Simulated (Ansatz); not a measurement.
Cu2O:
```cif
data_Cu4O2
_chemical_formula_sum 'Cu4 O2'
_space_group_name_H-M_alt 'P 1'
_space_group_IT_number 1
_cell_length_a 4.24566
_cell_length_b 4.24566
_cell_length_c 4.24566
_cell_angle_alpha 90.000
_cell_angle_beta 90.000
_cell_angle_gamma 90.000
loop_
_space_group_symop_operation_xyz
  'x, y, z'
loop_
_atom_site_label
_atom_site_type_symbol
_atom_site_fract_x
_atom_site_fract_y
_atom_site_fract_z
_atom_site_occupancy
Cu1 Cu 0.75000 0.75000 0.75000 1
Cu2 Cu 0.75000 0.25000 0.25000 1
Cu3 Cu 0.25000 0.75000 0.25000 1
Cu4 Cu 0.25000 0.25000 0.75000 1
O1 O 0.00000 0.00000 0.00000 1
O2 O 0.50000 0.50000 0.50000 1
```

Relaxed with the program Ansatz at the r²SCAN level (PAW). Indices refer to the conventional cell of Pn-3m, a = 4.2457 Å, b = 4.2457 Å, c = 4.2457 Å, α = 90.00°, β = 90.00°, γ = 90.00°.

Q: Simulate the powder diffraction pattern (Cu Kα1, λ = 1.54056 Å; lines above 1 %) up to 2θ = 90°.

A: Simulated powder pattern, Cu Kα1, λ = 1.54056 Å (kinematic, ideal powder, no thermal factors, no anomalous dispersion; the 30 strongest lines at most, above 1 %, up to 2θ = 90°):

```
2θ (°)  d (Å)  I/Imax (%)    hkl
------  -----  ----------  -----
29.73   3.002         4.1  (110)
36.63   2.451         100  (111)
42.55   2.123          38  (200)
52.77   1.733         1.1  (211)
61.75   1.501          36  (220)
73.99   1.280          33  (311)
77.88   1.226         7.8  (222)
```

The r²SCAN relaxation kept the symmetry of its start. No spin polarisation was allowed. No Hubbard U is applied.

Potentials: the later of the program's two PAW sets.
